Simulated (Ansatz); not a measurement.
CoW:
```
CELL_PARAMETERS angstrom
      0.00000     2.43810     2.43810
      2.43810     0.00000     2.43810
      2.43810     2.43810     0.00000
ATOMIC_POSITIONS crystal
  Co 0.00000 0.00000 0.00000
  W  0.50000 0.50000 0.50000
```

Relaxed with PBE. Special points in fractions of this cell's reciprocal vectors: Γ (0.000, 0.000, 0.000); X (0.500, 0.000, 0.500); U (0.625, 0.250, 0.625); K (0.375, 0.375, 0.750); L (0.500, 0.500, 0.500); W (0.500, 0.250, 0.750).

Q: List the band energies nearest the Fermi level at these points for PBE in the plane-wave PAW code Ansatz.

A: In eV from the Fermi level; about four levels below and three above (degenerate sets whole), none deeper than 8.9 eV; points with the same levels are listed once.

| k | below | above |
|---|---|---|
| Γ | -4.31 -4.31 -4.00 -4.00 -4.00 | 1.67 1.67 1.67 |
| X | -3.06 -1.42 -1.42 -1.18 | 1.38 1.81 1.81 |
| U | -2.98 -2.98 -1.65 -0.46 | 0.28 0.79 1.48 |
| L | -1.93 -1.93 -1.59 -1.59 -0.37 | 1.18 1.18 2.83 |
| W | -3.40 -1.80 -1.41 -1.40 | 0.18 0.18 1.78 |

Space group Fm-3m (rock salt). The start of the workflow was typed in or built on a structure type; neither database checked (COD, Materials Project) lists it. Whether it is the stable phase at ambient conditions was not checked. The PBE relaxation kept the symmetry of its start; its stability against distortions is not shown here. The workflow began spin-polarised and lost its moments. Its formation energy is positive at this level, so the cell may be metastable or incomplete. Scalar-relativistic: spin–orbit coupling is off unless named, which matters more the heavier the elements.

Potentials: the earlier of the program's two PAW sets.
